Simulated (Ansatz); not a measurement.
An Ansatz (an electronic-structure program) input:

Ansatz 0.2 input:
```yaml
crystal:
  lattice:
    - [3.8382183606, 0.0, 0.0]
    - [0.0, 3.8382183606, 0.0]
    - [0.0, 0.0, 4.7617670594]
  atoms:
    - { symbol: Sn, position: [0.0, 0.5, 0.2431412247] }
    - { symbol: Sn, position: [0.5, 0.0, 0.7568587753] }
    - { symbol: O, position: [0.5, 0.5, 0.0] }
    - { symbol: O, position: [0.0, 0.0, 0.0] }
kpoints:
  mp_grid: { grid: [8, 8, 6] }
  band_path:
    path:
      - [[0.0, 0.0, 0.0], [0.0, 0.5, 0.0], [0.5, 0.5, 0.0], [0.0, 0.0, 0.0], [0.0, 0.0, 0.5], [0.0, 0.5, 0.5], [0.5, 0.5, 0.5], [0.0, 0.0, 0.5]]  # Γ-X-M-Γ-Z-R-A-Z
      - [[0.0, 0.5, 0.0], [0.0, 0.5, 0.5]]  # X-R
      - [[0.5, 0.5, 0.0], [0.5, 0.5, 0.5]]  # M-A
    npoints: 8
basis: { xc_grid: 2 }
hamiltonian:
  xc: pbe
  dispersion: d3bj
  pseudopotentials: { kind: paw }
magnetization: { noncollinear: true, spin_orbit: true }
scf:
  n_extra_bands: 12
  convergence: { dr2_threshold: 0.0000000001 }
  occupations: { method: gaussian, width: 0.05 }
output: { eigenvalues: true }
```

Question: How many symmetry operations and irreducible k-points will the run report?

Answer: 16 operations, 60 of 384 k-points.

Question: With a cutoff of 420 eV, how many plane waves at Γ?

Answer: 1359.

It took around 70 core-seconds (rough) on shared server cores.

Space group P4/nmm. The PBE+D3(BJ) relaxation kept the symmetry of its start.

Potentials: the later of the program's two PAW sets.

Ansatz is a plane-wave DFT program.
